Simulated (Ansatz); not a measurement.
Hf5Si3:
```cif
data_Hf10Si6
_chemical_formula_sum 'Hf10 Si6'
_space_group_name_H-M_alt 'P63/mcm'
_space_group_IT_number 193
_space_group_name_Hall '-P 6c 2'
_cell_length_a 7.86401
_cell_length_b 7.86401
_cell_length_c 5.47763
_cell_angle_alpha 90.000
_cell_angle_beta 90.000
_cell_angle_gamma 120.000
loop_
_atom_site_label
_atom_site_type_symbol
_atom_site_symmetry_multiplicity
_atom_site_Wyckoff_symbol
_atom_site_fract_x
_atom_site_fract_y
_atom_site_fract_z
_atom_site_occupancy
Hf1 Hf 6 g 0.25262 0.25262 0.75000 1
Hf2 Hf 4 d 0.33333 0.66667 0.00000 1
Si1 Si 6 g 0.39047 0.39047 0.25000 1
```

Relaxed with r²SCAN.

Q: Tabulate the valence density and the electron localisation function along the shortest Hf–Hf contact (2.74 Å), the program Ansatz at the r²SCAN level (PAW).

A: 

```csv
distance from Hf (Å),density (e/Å³),ELF
0.27,25.65,0.81
0.41,17.11,0.83
0.55,9.78,0.81
0.68,4.87,0.73
0.82,2.22,0.58
0.96,1.02,0.39
1.10,0.55,0.28
1.23,0.39,0.25
1.37,0.35,0.27
1.51,0.39,0.25
1.64,0.55,0.28
1.78,1.02,0.39
1.92,2.22,0.58
2.05,4.87,0.73
2.19,9.78,0.81
2.33,17.11,0.83
2.46,25.65,0.81
```

The density is the valence pseudo-density with augmentation charge, so density and ELF within about 1 Å of a nucleus are not all-electron values.

Space group P6_3/mcm. The first step of the workflow began from a Materials Project structure, measured or hypothetical; the Crystallography Open Database copy checked does not list it. Whether it is the stable phase at ambient conditions was not checked. The r²SCAN relaxation kept the symmetry of its start; its stability against distortions is not shown here. No spin polarisation was allowed. Scalar-relativistic: spin–orbit coupling is off unless named, which matters more the heavier the elements.

Potentials: the later of the program's two PAW sets.
